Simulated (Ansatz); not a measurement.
Consider the following.

CoTe:
```xyz
4
Lattice="3.8185 0.0000 0.0000 -1.9092 3.3069 0.0000 0.0000 0.0000 5.1582" Properties=species:S:1:pos:R:3 pbc="T T T"
Co     0.0000     0.0000     2.5791
Co     0.0000     0.0000     0.0000
Te     1.9092     1.1023     3.8687
Te     0.0000     2.2046     1.2896
```

This is the LDA-relaxed structure. Tensor components refer to the Cartesian frame of this cell.

Question: All from DFT-LDA in the program Ansatz with PAW potentials, unless another level is named. Estimate the Young's modulus.

Answer: 165 GPa.

Question: Give the highest zone-centre frequency.

Answer: 247 cm⁻¹.

Question: What about the elastic constants (relaxed ions, GPa)?

Answer: C11 = 234, C12 = 107, C13 = 96.4, C33 = 239, C44 = 57.7.

Space group P6_3/mmc (NiAs type). The workflow started from a Materials Project entry (that database holds measured and hypothetical structures alike); the Crystallography Open Database files this formula in space group No. 194, but the cells were not matched. Whether it is the stable phase at ambient conditions was not checked. Symmetry was held in the LDA relaxation; of distortions, only those at the zone centre were tested. The run is not spin-polarised. As this level gives no gap, shear constants depend on the k-mesh and smearing (Fermi–Dirac, 0.1 eV here). As this level gives no gap, phonon frequencies hold no LO–TO term and depend on the k-mesh and smearing (Fermi–Dirac, 0.1 eV here). Spin–orbit coupling is left out wherever it is not named.

Potentials: the later of the program's two PAW sets.
